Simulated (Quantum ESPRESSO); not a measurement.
pw.x input (Quantum ESPRESSO 7.5; PBE, PseudoDojo standard norm-conserving files, scalar-relativistic):

```
&CONTROL
  calculation = 'scf'
  pseudo_dir = './pseudo'
  outdir = './out'
  tprnfor = .true.
  tstress = .true.
/
&SYSTEM
  ibrav = 0
  nat = 2
  ntyp = 2
  ecutwfc = 82.3
  ecutrho = 329.2
  occupations = 'smearing'
  smearing = 'fd'
  degauss = 0.002
  nbnd = 19
/
&ELECTRONS
  conv_thr = 2e-10
/
ATOMIC_SPECIES
Ge 72.6300 Ge.upf
Te 127.6000 Te.upf
CELL_PARAMETERS angstrom
  2.107796801979   1.216937051020   3.692189981000
 -2.107796801979   1.216937051020   3.692189981000
  0.000000000000  -2.433874102040   3.692189981000
ATOMIC_POSITIONS crystal
Ge   0.007291189300   0.007291189300   0.007291189300
Te   0.471701810700   0.471701810700   0.471701810700
K_POINTS automatic
8 8 8 0 0 0
```

End of the output:

```

[...]
     the Fermi energy is     9.3803 ev
!    total energy              =    -388.22764925 Ry
     estimated scf accuracy    <          1.6E-11 Ry
     smearing contrib. (-TS)   =      -0.00000002 Ry
     internal energy E=F+TS    =    -388.22764923 Ry
     The total energy is F=E-TS. E is the sum of the following terms:
     one-electron contribution =    -179.98198830 Ry
     hartree contribution      =     104.98219202 Ry
     xc contribution           =     -92.68409838 Ry
     ewald contribution        =    -220.54375457 Ry
     convergence has been achieved in   9 iterations
     Forces acting on atoms (cartesian axes, Ry/au):
     atom    1 type  1   force =     0.00000000    0.00000000   -0.00327007
     atom    2 type  2   force =     0.00000000    0.00000000    0.00327007
     Total force =     0.004625     Total SCF correction =     0.000024
     Computing stress (Cartesian axis) and pressure
          total   stress  (Ry/bohr**3)                   (kbar)     P=        1.17
   0.00001380   0.00000000  -0.00000000            2.03        0.00       -0.00
  -0.00000000   0.00001380  -0.00000000           -0.00        2.03       -0.00
   0.00000000  -0.00000000  -0.00000380            0.00       -0.00       -0.56
```
In a gapped system the printed Fermi energy is only some level inside the gap.

Spin-orbit coupling is not included.

Geometry relaxed with PBE+D3(BJ).
